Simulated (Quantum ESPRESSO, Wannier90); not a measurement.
## Au (bcc (W type), model phase): Wannier90 run

```xyz
1
Lattice="-1.6573 1.6573 1.6573 1.6573 -1.6573 1.6573 1.6573 1.6573 -1.6573" Properties=species:S:1:pos:R:3 pbc="T T T"
Au     0.0000     0.0000     0.0000
```

Cell from Materials Project (mp-2647062), symmetrised, no further relaxation. This isn't the element's usual structure (fcc); take it as a model of another phase. Level: PBEsol, spinors with spin-orbit coupling; pw.x of Quantum ESPRESSO at 61 Ry with PseudoDojo potentials, 10×10×10 k-points, Wannier90. Density: 18×18×18 mesh, cold smearing 0.01 Ry.

Base run: 18 functions from bands 9-42 of the 42 computed, start hydrogen-like Au: s;p;d, centres 0.05 Å off the atoms, frozen window up to 1.50 eV relative to the Fermi level, outer window open. One setting was then changed (edges relative to the Fermi level; misfit to pw.x on a path, for states up to 1.0 eV relative to the Fermi level).

| run | Ω_I (Å²) | rms misfit (meV) | worst (meV) |
|---|---|---|---|
| base | 14.58 | 1.8 | 26 |
| changed | 14.52 | 8.0 | 120 |

### Question
Which change was made?
A) no frozen window
B) frozen window to -1.50 eV
C) frozen window to 0.50 eV
D) frozen window to 1.00 eV
E) outer window to 22.88 eV

### Answer
B, frozen window to -1.50 eV. The others give:

```csv
run,Ω_I (Å²),rms misfit (meV),worst (meV)
frozen window to 0.50 eV,14.55,3.1,48
frozen window to 1.00 eV,14.57,1.9,27
no frozen window,14.08,310,889
outer window to 22.88 eV,20.71,12,81
```
